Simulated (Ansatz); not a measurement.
Ni (fcc, Cu type)

```xyz
4
Lattice="3.4798 0.0000 0.0000 0.0000 3.4798 0.0000 0.0000 0.0000 3.4798" Properties=species:S:1:pos:R:3 pbc="T T T"
Ni     0.0000     0.0000     0.0000
Ni     1.7399     1.7399     0.0000
Ni     1.7399     0.0000     1.7399
Ni     0.0000     1.7399     1.7399
```

In this cell atom 3 (Ni, nearest neighbour Ni at 2.461 Å; its periodic images, 3.5 Å or more away, move with it) is moved by s along Cartesian z, unit vector (0.000, 0.000, 1.000); all other atoms and the cell stay fixed.

Calculation: r2SCAN (plane waves to 500 eV, PAW, scalar-relativistic; Ansatz, a quantum-chemistry and plane-wave program). k mesh 11×11×11 (Γ-centred), Fermi-Dirac smearing 0.05 eV. E stands for the smeared free energy. With partly filled bands, energies and forces of such displacements shift with the k mesh and the smearing. On this mesh the relaxed cell isn't quite at rest: it carries a pressure of 0.1 GPa (compression positive) at the zero of the scan. Ni was relaxed with its symmetry unable to fall. Relaxed Ni ends ferromagnetic. The PAW data are Ansatz's earlier set. Other magnetic orders were not checked, so this need not be the ground state. ΔE is measured from the undisplaced structure. The last digit holds for this mesh only.

| s (Å) | ΔE (meV/cell) |
|---|---|
| -0.490 | 1320.9 |
| -0.392 | withheld |
| -0.294 | 454.6 |
| -0.196 | 199.1 |
| -0.098 | 49.3 |
| 0.000 | 0.0 |
| 0.098 | 49.3 |
| 0.196 | 199.1 |
| 0.294 | 454.6 |
| 0.392 | withheld |
| 0.490 | 1320.9 |

Problem. Fit an even polynomial form (powers 2, 4) to the given rows and predict ΔE at s = 0.392.

Solution. Least squares on the 9 given rows: ΔE = (5123)·s² + (1577)·s⁴, in meV/cell with s in Å; root-mean-square residual 0.03 meV/cell. At 0.392 the fit gives 824.5 meV/cell; the calculation gives 825.2 meV/cell, so the interpolation is off by -0.7 (-0.1 %). The quadratic term alone would give 787.2 meV/cell.

(A displaced cell: forces are minus the slopes of the energy, force constants its curvatures, and phonons follow from these.)
